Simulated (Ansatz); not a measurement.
FeO:
```yaml
crystal:
  lattice:
    - [0.00000, 2.15426, 2.15426]
    - [2.15426, 0.00000, 2.15426]
    - [2.15426, 2.15426, 0.00000]
  atoms:
    - { symbol: Fe, position: [0.00000, 0.00000, 0.00000], spin: 3.6 }
    - { symbol: O, position: [0.50000, 0.50000, 0.50000], spin: 0.4 }
```

Relaxed with PBE.

### Question
Map the valence electron density (e/Å³), cut off at 6 on the plane through (0.000, 0.000, 0.000) spanned by u = [1, 0, 0] and v = [0, 1, -1] in lattice vectors, from PBE (plane waves, PAW; program Ansatz).

### Answer
x is the fraction of u, y of v (the angle between them is 90°; rows are the nearest grid lines); atoms in the plane: Fe at (0.00, 0.00), O at (0.50, 0.50).
```
|99982000000028999|
|99961000000016999|
|99930000000003999|
|86310000000001368|
|21000001110000012|
|00000113331100000|
|00000146764100000|
|00001369996310000|
|00001379997310000|
|00001369996310000|
|00000146764100000|
|00000113331100000|
|21000001110000012|
|86310000000001368|
|99930000000003999|
|99961000000016999|
|99982000000028999|
```
Scale: ten equal steps from 0.142 (start of '0') to 6.00 (end of '9'), in the order '0123456789'; x runs from 0.000 to 1.00, y from 0.000 (bottom) to 1.00 (top).

The density is the valence pseudo-density with augmentation charge, so density and ELF within about 1 Å of a nucleus are not all-electron values.

Space group Fm-3m (rock salt). The cell was relaxed with PBE under the symmetry of its start. Magnetic state: ferromagnetic, chosen from 3 collinear starts compared on coarse meshes (ties went to the first, and starts can fall back to one state), not a proven ground state. Textbook magnetic order: antiferromagnetic. No Hubbard U is applied.

Potentials: the later of the program's two PAW sets.
